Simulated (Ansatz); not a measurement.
Y:
```
Y
1.0
    3.65758     0.00000     0.00000
   -1.82879     3.16756     0.00000
    0.00000     0.00000     5.68014
Y
2
Direct
  0.33333   0.66667   0.75000
  0.66667   0.33333   0.25000
```

Relaxed with PBE. Special points in fractions of this cell's reciprocal vectors: Γ (0.000, 0.000, 0.000); M (0.500, 0.000, 0.000); K (0.333, 0.333, 0.000); A (0.000, 0.000, 0.500); L (0.500, 0.000, 0.500); H (0.333, 0.333, 0.500).

Problem. List the band energies nearest the Fermi level at these points for DFT-PBE in the program Ansatz with PAW potentials.

Solution. In eV from the Fermi level; about four levels below and three above (degenerate sets whole), none deeper than 8.9 eV; points with the same levels are listed once.

| k | below | above |
|---|---|---|
| Γ | -4.64 -1.83 | 0.94 1.73 1.73 |
| M | -1.67 -1.18 -0.80 -0.14 | 1.43 1.43 2.10 |
| K | -0.70 -0.68 -0.68 -0.46 | 1.09 1.09 2.37 |
| A | -3.20 -3.20 | 0.99 0.99 1.64 1.64 1.64 1.64 |
| L | -1.63 -1.63 | 0.09 0.09 1.38 1.38 |
| H | -0.38 -0.38 -0.37 -0.37 | 0.40 0.40 2.76 2.76 |

Space group P6_3/mmc (hcp (Mg type)). The PBE relaxation kept the symmetry of its start. No spin polarisation was allowed. Scalar-relativistic: spin–orbit coupling is off unless named, which matters more the heavier the elements.

Potentials: the later of the program's two PAW sets.
